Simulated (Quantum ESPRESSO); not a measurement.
ZnO: field gradients at the nuclei

```
ZnO
1.0
    3.23735     0.00000     0.00000
   -1.61867     2.80363     0.00000
    0.00000     0.00000     5.22206
Zn O
2 2
Cartesian
  1.61868   0.93454   2.61411
  0.00000   1.86908   0.00308
  1.61868   0.93454   4.59395
  0.00000   1.86908   1.98292
```
Geometry: a computed entry of the Materials Project; it was not checked against measured cells. It is ZnO in P6₃mc. Stability against distortions was not tested.

Convention: |Vzz| is the largest principal value, η_Q = (Vxx − Vyy)/Vzz, |C_Q| = |eQVzz/h|. Cores are frozen. Against all-electron runs on small test molecules, this scheme's |Vzz| missed by +4 % on Zn. Static lattice: thermal averaging is not included.

Quadrupole moments taken as inputs (sizes, barn, from the tables of PySCF and pymatgen): ⁶⁷Zn 0.15, ¹⁷O 0.0256.

Problem. What do the calculations give at each independent site (field gradients by PBE PAW (JTH datasets; density from pw.x of a modified build of Quantum ESPRESSO, gradients reconstructed from it by a script), 22.5 Ha, k-mesh 8×8×5 through Γ)?

Solution. 
```json
[
 {"site": "Zn (atoms 1, 2)", "site symmetry": "3m", "Vzz (10²¹ V/m²)": "0.42", "η_Q": "0.00", "∣C_Q∣ (MHz)": "1.53 (⁶⁷Zn)"},
 {"site": "O (atoms 3, 4)", "site symmetry": "3m", "Vzz (10²¹ V/m²)": "under 0.2", "η_Q": "–", "∣C_Q∣ (MHz)": "under 0.12 (¹⁷O)"}
]
```
